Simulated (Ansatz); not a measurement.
A relaxed structure of ZnO is spoiled in several ways and relaxed again each time (noise and exchanges are one random draw each; pressure is positive under compression). Level of theory: PBEsol (plane waves to 420 eV, PAW, scalar-relativistic; Ansatz, an electronic-structure program).

Space group P6₃mc (No. 186); a = 3.2203 Å, b = 3.2203 Å, c = 15.7235 Å, α = 90.00°, β = 90.00°, γ = 120.00°

```
atom  site  symmetry       x       y       z
----  ----  --------  ------  ------  ------
Zn      2a       3m.  0.0000  0.0000  0.4999
Zn      2b       3m.  0.3333  0.6667  0.3334
Zn      2b       3m.  0.6667  0.3333  0.1666
O       2a       3m.  0.0000  0.0000  0.3747
O       2b       3m.  0.3333  0.6667  0.2079
O       2b       3m.  0.6667  0.3333  0.0412
```

| change | first pressure (GPa) | first V (Å³/atom) | released (eV/atom) | moves | outcome | final group | E − E(parent) (eV/atom) |
|---|---|---|---|---|---|---|---|
| with every coordinate shifted by Gaussian noise of σ = 0.1 Å | 12.1 | 11.77 | 0.34 | 5 | returns to the parent | P6₃mc | 0.000 |
| with every coordinate shifted by Gaussian noise of σ = 0.2 Å | 20.8 | 11.77 | 0.60 | 6 | returns to the parent | P6₃mc | 0.000 |
| deformed by the Cartesian strain tensor (xx, yy, zz, yz, xz, xy) = (0.092, -0.130, -0.077, 0.075, -0.087, 0.087) | 41.7 | 10.08 | 0.59 | 16 | returns to the parent | P6₃mc | 0.000 |
| shaken by Gaussian noise of σ = 0.08 Å a coordinate | 3.5 | 11.77 | 0.11 | 4 | returns to the parent | P6₃mc | 0.000 |

First-step values come from each run's starting, coarser k-mesh (7×7×2, 6×8×2). The runs use different k-meshes, so differences are rounded accordingly. No spin polarisation in the result.

The first start was generated by placing the elements on the sites of a structure type. A measured structure of ZnO has the same space group, P6₃mc (No. 186); the sites were not compared with it.
